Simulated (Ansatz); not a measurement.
## Zn$_{4}$Te$_{3}$S, first-principles data

Zn₄Te₃S:
```
CELL_PARAMETERS angstrom
      4.21112     0.00000     0.00000
      0.00000     4.21112     0.00000
      0.00000     0.00000    11.79336
ATOMIC_POSITIONS crystal
  Zn 0.50000 0.00000 0.60169
  S  0.50000 0.50000 0.50000
  Zn 0.00000 0.50000 0.39831
  Te 0.00000 0.00000 0.26575
  Zn 0.50000 0.00000 0.13322
  Te 0.50000 0.50000 0.00000
  Zn 0.00000 0.50000 0.86678
  Te 0.00000 0.00000 0.73425
```

Space group P-4m2 (No. 115); conventional cell a = 4.211 Å, b = 4.211 Å, c = 11.793 Å, α = 90.00°, β = 90.00°, γ = 90.00°.

Method: the program Ansatz at the r²SCAN level (PAW). Geometry: relaxed at this level of theory. Other levels are named where they apply.

### Cell and energy

Volume per atom: 26.14 Å³
Density: 5.37 g/cm³
Formation energy from the elements (no fitted shifts): -0.63 eV/atom

### Electronic structure

- Band gap: 1.59 eV (direct)
- Valence-band maximum: at Γ
- Conduction-band minimum: at Γ
- Electron effective mass: 0.13 mₑ (isotropic)
- Electron effective mass with spin–orbit coupling: 0.13, 0.13, 0.13 mₑ (principal values)
- Hole effective mass, band 1 of 2 at the edge: 3.7 along x, 0.61 along z (mₑ)
- Hole effective mass, band 2 of 2 at the edge: 0.10 along x, 0.61 along z (mₑ)
- Hole effective mass with spin–orbit coupling: 0.17, 0.17, 0.59 mₑ (principal values)
- HSE06 gap on the r²SCAN cell: 2.06 eV
- Gap with spin–orbit coupling: 1.34 eV

### Mechanics

- Bulk modulus (Birch–Murnaghan fit): 54.9 GPa
- Pressure derivative B′: 4.4

### Charges

Bader charges: Zn +0.60 to +0.79, S -0.97, Te -0.61 to -0.60 e

The start of the workflow was typed in or built on a structure type; neither database checked (COD, Materials Project) lists it. Whether it is the stable phase at ambient conditions was not checked. Symmetry was held in the r²SCAN relaxation; whether a distortion lowers the energy is not shown. The references are the lowest solids computed at this level, not always the standard phases. Scalar-relativistic: spin–orbit coupling is off unless named, which matters more the heavier the elements.

Potentials: the earlier of the program's two PAW sets.
